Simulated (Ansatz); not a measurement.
Calculation for Sn (sc type): DFT, PBEsol, norm-conserving pseudopotentials, Ansatz's default files, scalar-relativistic (Ansatz 0.2.0). This run: the series' base cell.

The cell comes from a relaxation on PAW files under the same functional, begun from a prototype that needn't be the stable phase.

Command: `ansatz run input.yaml --threads 1 --pin off --max-ram 2048MiB --backend cpu --events-out ev --progress --plain --runs-dir out` It took 6.6 s on 1 thread of Arm Neoverse V1 (shared host), peak memory 0.33 GiB.

```yaml
crystal:
  lattice:
    - [3.0331809074, 0.0, 0.0]
    - [0.0, 3.0331809074, 0.0]
    - [0.0, 0.0, 3.0331809074]
  atoms:
    - { symbol: Sn, position: [0.0, 0.0, 0.0] }
kpoints:
  mp_grid: { grid: [14, 14, 14] }
scf:
  occupations: { method: fermi_dirac, width: 0.1 }
hamiltonian:
  xc: pbesol
  pseudopotentials: { kind: nc }
output:
  forces: true
  stress: true
  eigenvalues: true
```

Output:

```
Engine: ansatz 0.2.0
Pseudopotentials: kind: nc
Pseudopotential: Sn, nc, valence charge 14, recommended cutoff 979.609905 eV (normal), Sn.nc.azcp (PseudoDojo's, or run here from an input of PseudoDojo's: the run reads no file of this project's for it)
Functional definition: PBEsol
  exchange = pbesol_x
  correlation = pbesol_c
Crystal: 1 atoms, lattice volume = 27.906 Å³
Basis set: ecut = 979.609905 eV, 1935 PW (Γ), exchange–correlation on 64×64×64 points (8 copies of the dense FFT grid, shifted against one another)
Bands: 11, of which v1, the nominal top of the filled ones, is band 7 counted from 1 (6 counted from 0)
Symmetry: 48 space group operations
Space group: Pm-3m (ITA 221), of the structure as read, at distance tolerance 3.0e-5 Å
k-points: 120 of 2744
Non-local potential: Sn, projectors of the file, l = 0: 2, l = 1: 2, l = 2: 2, l = 3: 2
Initial density: superposition of atomic densities (chi_scale 0.1, normalization cell)
Initial wavefunctions: pseudopotential atomic-orbital guess
Functional: x = pbesol(κ = 0.804, μ = 0.12345679012345678), c = pbesol(β = 0.046)
SCF iter   1: F=—  HF=-2140.418703 eV  |F-HF|=—  |Δ(HF+E_count)|=         —  Δρ=1.41e-2  dr2=5.34e-2  ethr=3.10e-3  ⟨swp⟩=4.5  Hψ=8026  notcnv=0
preconditioner: auto → none  [metal: Δε(μ)=0.055 eV  Ē_g=22.996 eV  σ=0.100 eV  W_gap=0.14  n_scr=6 (ndim 8)  ℏωp=26.3 eV  f_vac=0.000  D(μ)=0.51/eV (n_scr^D=0)  sad-step TF]
SCF iter   2: F=—  HF=-2140.408634 eV  |F-HF|=—  |Δ(HF+E_count)|=   1.01e-2  Δρ=8.64e-3  dr2=1.91e-2  ethr=3.81e-4  ⟨swp⟩=1.1  Hψ=2290  notcnv=0
SCF iter   3: F=—  HF=-2140.405467 eV  |F-HF|=—  |Δ(HF+E_count)|=   3.17e-3  Δρ=8.39e-4  dr2=1.06e-4  ethr=1.36e-4  ⟨swp⟩=2.2  Hψ=2166  notcnv=0
SCF iter   4: F=—  HF=-2140.405484 eV  |F-HF|=—  |Δ(HF+E_count)|=   1.72e-5  Δρ=6.68e-5  dr2=5.37e-7  ethr=7.57e-7  ⟨swp⟩=1.8  Hψ=1506  notcnv=0
SCF iter   5: F=—  HF=-2140.405475 eV  |F-HF|=—  |Δ(HF+E_count)|=   9.17e-6  Δρ=2.16e-5  dr2=4.26e-8  ethr=7.14e-10  ⟨swp⟩=6.1  Hψ=6911  notcnv=0
SCF iter   6: F=-2140.405475 eV  HF=-2140.405475 eV  |F-HF|=3.34e-10  |Δ(HF+E_count)|=   1.22e-8  Δρ=2.58e-6  dr2=6.06e-10  ethr=3.04e-10  ⟨swp⟩=2.1  Hψ=4624  notcnv=0
SCF 1 converged in 6 iterations: F = -2140.405475 eV  dr2 = 6.06e-10
SCF converged after 6 iterations
Free energy (F): -2140.405475 eV
Harris-Foulkes:  -2140.405475 eV  (|F-HF|=3.34e-10)
Internal energy: -2140.388048 eV  (E = F + TS)
E sigma→0 (E₀):  -2140.396761 eV
Entropy (-TS):   -0.017427 eV (-17.427 meV/atom)
Fermi energy:    10.325947 eV
--- Per-component energies (eV) ---
  E_band       = -85.648579
  E_kinetic    = 1275.232010
  E_local      = -921.108579  (includes V_loc(G=0)·N_el)
  E_nonlocal   = -1061.320442
  E_hartree    = 481.361897
  E_xc         = -594.521010
  E_vxc        = -341.174804  (∫ρ·V_xc dr)
  E_ewald      = -1320.031923
  E_smearing   = -0.017427  (= −TS)
  E_closure    = -0.000000  (closes the sum)
  Σ components = -2140.405475   (vs F -2140.405475, Δ=0.00e0)
--- Forces (eV/Å), atoms counted from 1 ---
  atom   1  Sn     0.00000000     0.00000000    -0.00000000
  max |Σ_I F_I| component: 2.77e-32 eV/Å
--- Stress (GPa, compression-positive) ---
       -0.013551      -0.000000       0.000000
       -0.000000      -0.013551       0.000000
        0.000000       0.000000      -0.013551
  P = ⅓ Tr σ = -0.0136 GPa (-0.136 kbar)
--- Band table (eV; the first three rows and the last of 120) ---
  k-point 0: bands = ["-11.2066", "-11.2066", "-10.7809", "-10.7809", "-10.7809", "-0.6061", "15.8321", "15.8321", "15.8321", "19.1828", "19.1828"]
  k-point 1: bands = ["-11.2056", "-11.1900", "-10.7865", "-10.7865", "-10.7804", "-0.5221", "14.7169", "15.9229", "15.9229", "19.2439", "19.8233"]
  k-point 2: bands = ["-11.2026", "-11.1435", "-10.8021", "-10.8021", "-10.7791", "-0.2702", "12.8095", "16.1899", "16.1899", "19.4276", "20.2125"]
  k-point 119: bands = ["-11.0248", "-11.0248", "-11.0248", "-10.6370", "-10.6370", "9.8407", "10.5547", "10.5547", "10.5547", "16.2761", "16.2761"]
```

Next run (volume at 0.75 of the series' base cell), as changes to the input before:

```diff
   lattice:
-    - [3.0331809074, 0.0, 0.0]
-    - [0.0, 3.0331809074, 0.0]
-    - [0.0, 0.0, 3.0331809074]
+    - [2.7558277444, 0.0, 0.0]
+    - [0.0, 2.7558277444, 0.0]
+    - [0.0, 0.0, 2.7558277444]
   atoms:
```

Results part of the output:

```
SCF 1 converged in 6 iterations: F = -2139.888086 eV  dr2 = 1.86e-8
SCF converged after 6 iterations
Free energy (F): -2139.888086 eV
Harris-Foulkes:  -2139.888086 eV  (|F-HF|=1.61e-8)
Internal energy: -2139.875512 eV  (E = F + TS)
E sigma→0 (E₀):  -2139.881799 eV
Entropy (-TS):   -0.012573 eV (-12.573 meV/atom)
Fermi energy:    15.415412 eV
--- Per-component energies (eV) ---
  E_band       = -23.843341
  E_kinetic    = 1278.189072
  E_local      = -720.247837  (includes V_loc(G=0)·N_el)
  E_nonlocal   = -1058.511339
  E_hartree    = 410.723662
  E_xc         = -597.145945
  E_vxc        = -344.715212  (∫ρ·V_xc dr)
  E_ewald      = -1452.883125
  E_smearing   = -0.012573  (= −TS)
  E_closure    = -0.000000  (closes the sum)
  Σ components = -2139.888086   (vs F -2139.888086, Δ=0.00e0)
--- Forces (eV/Å), atoms counted from 1 ---
  atom   1  Sn     0.00000000     0.00000000    -0.00000000
  max |Σ_I F_I| component: 4.11e-33 eV/Å
--- Stress (GPa, compression-positive) ---
       31.537329       0.000000       0.000000
        0.000000      31.537329       0.000000
        0.000000      -0.000000      31.537329
  P = ⅓ Tr σ = 31.5373 GPa (315.373 kbar)
--- Band table (eV; the first three rows and the last of 120) ---
  k-point 0: bands = ["-7.0033", "-7.0033", "-6.0484", "-6.0484", "-6.0484", "1.9403", "21.9087", "21.9087", "21.9087", "25.5277", "25.5277"]
  k-point 1: bands = ["-7.0004", "-6.9693", "-6.0615", "-6.0615", "-6.0473", "2.0478", "20.5319", "22.0354", "22.0354", "25.5815", "26.3912"]
  k-point 2: bands = ["-6.9924", "-6.8740", "-6.0981", "-6.0981", "-6.0443", "2.3724", "18.2071", "22.4085", "22.4085", "25.7435", "26.9881"]
  k-point 119: bands = ["-6.6340", "-6.6340", "-6.6340", "-5.7537", "-5.7537", "15.4980", "15.4980", "15.4980", "17.7844", "21.5671", "21.5671"]
```

Next run (volume at 0.65 of the series' base cell), as changes to the input before:

```diff
   lattice:
-    - [2.7558277444, 0.0, 0.0]
-    - [0.0, 2.7558277444, 0.0]
-    - [0.0, 0.0, 2.7558277444]
+    - [2.6274599156, 0.0, 0.0]
+    - [0.0, 2.6274599156, 0.0]
+    - [0.0, 0.0, 2.6274599156]
   atoms:
```

Command: `ansatz run input.yaml --threads 1 --pin off --max-ram 2048MiB --backend cpu --events-out ev --progress --plain --runs-dir out` It took 5.2 s on 1 thread of Arm Neoverse V1, with other jobs on the host, peak memory 0.29 GiB.

Results part of the output:

```
SCF 1 converged in 6 iterations: F = -2139.066231 eV  dr2 = 1.27e-9
SCF converged after 6 iterations
Free energy (F): -2139.066231 eV
Harris-Foulkes:  -2139.066231 eV  (|F-HF|=7.85e-10)
Internal energy: -2139.054350 eV  (E = F + TS)
E sigma→0 (E₀):  -2139.060290 eV
Entropy (-TS):   -0.011882 eV (-11.882 meV/atom)
Fermi energy:    18.605446 eV
--- Per-component energies (eV) ---
  E_band       = 12.701432
  E_kinetic    = 1280.263007
  E_local      = -616.252024  (includes V_loc(G=0)·N_el)
  E_nonlocal   = -1056.438780
  E_hartree    = 376.035003
  E_xc         = -598.796014
  E_vxc        = -346.939553  (∫ρ·V_xc dr)
  E_ewald      = -1523.865541
  E_smearing   = -0.011882  (= −TS)
  E_closure    = -0.000000  (closes the sum)
  Σ components = -2139.066231   (vs F -2139.066231, Δ=0.00e0)
--- Forces (eV/Å), atoms counted from 1 ---
  atom   1  Sn     0.00000000    -0.00000000     0.00000000
  max |Σ_I F_I| component: 2.05e-33 eV/Å
--- Stress (GPa, compression-positive) ---
       66.712896       0.000000       0.000000
        0.000000      66.712896       0.000000
        0.000000       0.000000      66.712896
  P = ⅓ Tr σ = 66.7129 GPa (667.129 kbar)
--- Band table (eV; the first three rows and the last of 120) ---
  k-point 0: bands = ["-4.6194", "-4.6194", "-3.2372", "-3.2372", "-3.2372", "3.4988", "25.4765", "25.4765", "25.4765", "29.4246", "29.4246"]
  k-point 1: bands = ["-4.6149", "-4.5724", "-3.2567", "-3.2567", "-3.2355", "3.6197", "23.9993", "25.6251", "25.6251", "29.4626", "30.3400"]
  k-point 2: bands = ["-4.6024", "-4.4413", "-3.3110", "-3.3110", "-3.2310", "3.9862", "21.4756", "26.0623", "26.0623", "29.5767", "30.9884"]
  k-point 119: bands = ["-4.1162", "-4.1162", "-4.1162", "-2.8257", "-2.8257", "18.5514", "18.5514", "18.5514", "22.7604", "24.3694", "24.8317"]
```

Next run (volume at 0.55 of the series' base cell), as changes to the input before:

```diff
   lattice:
-    - [2.6274599156, 0.0, 0.0]
-    - [0.0, 2.6274599156, 0.0]
-    - [0.0, 0.0, 2.6274599156]
+    - [2.4851496351, 0.0, 0.0]
+    - [0.0, 2.4851496351, 0.0]
+    - [0.0, 0.0, 2.4851496351]
   atoms:
```

Results part of the output:

```
SCF 1 converged in 6 iterations: F = -2137.361419 eV  dr2 = 4.38e-10
SCF converged after 6 iterations
Free energy (F): -2137.361419 eV
Harris-Foulkes:  -2137.361419 eV  (|F-HF|=3.81e-10)
Internal energy: -2137.349698 eV  (E = F + TS)
E sigma→0 (E₀):  -2137.355559 eV
Entropy (-TS):   -0.011721 eV (-11.721 meV/atom)
Fermi energy:    22.998708 eV
--- Per-component energies (eV) ---
  E_band       = 60.992211
  E_kinetic    = 1283.570273
  E_local      = -491.305794  (includes V_loc(G=0)·N_el)
  E_nonlocal   = -1053.546972
  E_hartree    = 336.140326
  E_xc         = -601.078942
  E_vxc        = -350.006694  (∫ρ·V_xc dr)
  E_ewald      = -1611.128590
  E_smearing   = -0.011721  (= −TS)
  E_closure    = 0.000000  (closes the sum)
  Σ components = -2137.361419   (vs F -2137.361419, Δ=0.00e0)
--- Forces (eV/Å), atoms counted from 1 ---
  atom   1  Sn     0.00000000     0.00000000     0.00000000
  max |Σ_I F_I| component: 2.30e-31 eV/Å
--- Stress (GPa, compression-positive) ---
      137.666960       0.000000       0.000000
        0.000000     137.666960      -0.000000
        0.000000       0.000000     137.666960
  P = ⅓ Tr σ = 137.6670 GPa (1376.670 kbar)
--- Band table (eV; the first three rows and the last of 120) ---
  k-point 0: bands = ["-1.5840", "-1.5840", "0.4902", "0.4902", "0.4902", "5.6296", "30.1593", "30.1593", "30.1593", "34.7127", "34.7127"]
  k-point 1: bands = ["-1.5767", "-1.5175", "0.4598", "0.4598", "0.4927", "5.7682", "28.6033", "30.3380", "30.3380", "34.7104", "35.6343"]
  k-point 2: bands = ["-1.5564", "-1.3328", "0.3752", "0.3752", "0.4998", "6.1901", "25.8678", "30.8615", "30.8615", "34.7033", "36.2880"]
  k-point 119: bands = ["-0.8874", "-0.8874", "-0.8874", "1.0871", "1.0871", "22.7285", "22.7285", "22.7285", "27.7036", "29.2997", "29.2997"]
```

Next run (volume at 0.4 of the series' base cell), as changes to the input before:

```diff
   lattice:
-    - [2.4851496351, 0.0, 0.0]
-    - [0.0, 2.4851496351, 0.0]
-    - [0.0, 0.0, 2.4851496351]
+    - [2.2348668008, 0.0, 0.0]
+    - [0.0, 2.2348668008, 0.0]
+    - [0.0, 0.0, 2.2348668008]
   atoms:
```

Results part of the output:

```
SCF 1 converged in 6 iterations: F = -2130.645408 eV  dr2 = 1.38e-10
SCF converged after 6 iterations
Free energy (F): -2130.645408 eV
Harris-Foulkes:  -2130.645408 eV  (|F-HF|=5.32e-11)
Internal energy: -2130.632074 eV  (E = F + TS)
E sigma→0 (E₀):  -2130.638741 eV
Entropy (-TS):   -0.013334 eV (-13.334 meV/atom)
Fermi energy:    33.589580 eV
--- Per-component energies (eV) ---
  E_band       = 172.772787
  E_kinetic    = 1295.169361
  E_local      = -241.813939  (includes V_loc(G=0)·N_el)
  E_nonlocal   = -1048.258374
  E_hartree    = 262.643167
  E_xc         = -606.813335
  E_vxc        = -357.610743  (∫ρ·V_xc dr)
  E_ewald      = -1791.558953
  E_smearing   = -0.013334  (= −TS)
  E_closure    = -0.000000  (closes the sum)
  Σ components = -2130.645408   (vs F -2130.645408, Δ=0.00e0)
--- Forces (eV/Å), atoms counted from 1 ---
  atom   1  Sn     0.00000000     0.00000000     0.00000000
  max |Σ_I F_I| component: 8.63e-32 eV/Å
--- Stress (GPa, compression-positive) ---
      440.606986       0.000000       0.000000
        0.000000     440.606986       0.000000
        0.000000       0.000000     440.606986
  P = ⅓ Tr σ = 440.6070 GPa (4406.070 kbar)
--- Band table (eV; the first three rows and the last of 120) ---
  k-point 0: bands = ["4.9823", "4.9823", "9.1699", "9.1699", "9.1699", "10.8951", "40.8484", "40.8484", "40.8484", "47.3843", "47.3843"]
  k-point 1: bands = ["4.9986", "5.1031", "9.1027", "9.1027", "9.1755", "11.0754", "39.2613", "41.1010", "41.1010", "47.1396", "48.1727"]
  k-point 2: bands = ["5.0443", "5.4345", "8.9173", "8.9173", "9.1911", "11.6309", "36.2274", "41.8334", "41.8334", "46.4851", "48.6665"]
  k-point 119: bands = ["6.1567", "6.1567", "6.1567", "10.3216", "10.3216", "32.9597", "32.9597", "32.9597", "35.2456", "40.2657", "40.2657"]
```

Spin–orbit coupling is left out, which matters for the heavy atoms. The norm-conserving files are those that the library serves for this functional. The structure type is held throughout; the real material can change phase at far lower pressure.
